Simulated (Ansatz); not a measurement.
FeO: do energies and stresses tell the same story?

Theory: Ansatz, DFT PBE, scalar-relativistic, plane waves, PAW.

Plane waves to 420 eV, a k mesh through Γ of 18×18×18 on the computed 2-atom cell and Gaussian smearing (0.10 eV); collinear spin from starting moments 3.79 0.35 μB.

Relaxed cell: Fm-3m, a = 4.309 Å, b = 4.309 Å, c = 4.309 Å, α = 90.00°, β = 90.00°, γ = 90.00°, 2 atoms in the primitive cell.

Energies at zero smearing and pressures from the stress tensor, at volumes with shape and atoms relaxed:
```csv
V (Å³/atom),E − E(first) (meV/atom),P (GPa)
9.399,0.00,13.18
9.699,-17.73,6.05
9.999,-23.16,0.00
10.299,-18.14,-5.12
10.599,-4.31,-9.43
```

Task: Check P = −dE/dV between neighbouring volumes, and get the bulk modulus from the pressures alone.

Result: With 1 eV/Å³ = 160.2 GPa:
```tsv
middle V (Å³/atom)	−ΔE/ΔV (GPa)	mean P (GPa)
9.549	9.470	9.617
9.849	2.902	3.025
10.149	-2.683	-2.561
10.449	-7.388	-7.274
```

The two differ by 0.15 GPa at most. The mean of two end pressures misses the average over a step by about ΔV² P″/12, up to 0.10 GPa here; with that taken off 0.05 GPa remains. The stress is the derivative of the free energy, not of the energy at zero smearing, and with free energies 0.01 GPa remains. Around V = 9.999 Å³/atom, the two neighbours give B = −V ΔP/ΔV = 9.999 × 11.17 / 0.600 = 186.2 GPa, against B0 = 185.4 GPa from the Birch–Murnaghan fit of the energies.

The cell holds one magnetic atom, so it can only be ferromagnetic; an antiferromagnetic order may lie lower.

Only this magnetic start was tried.

Cost: 6 runs of about 11 core-minutes in all, on Intel Xeon Platinum 8175M (Skylake/Cascade Lake) (shared hosts).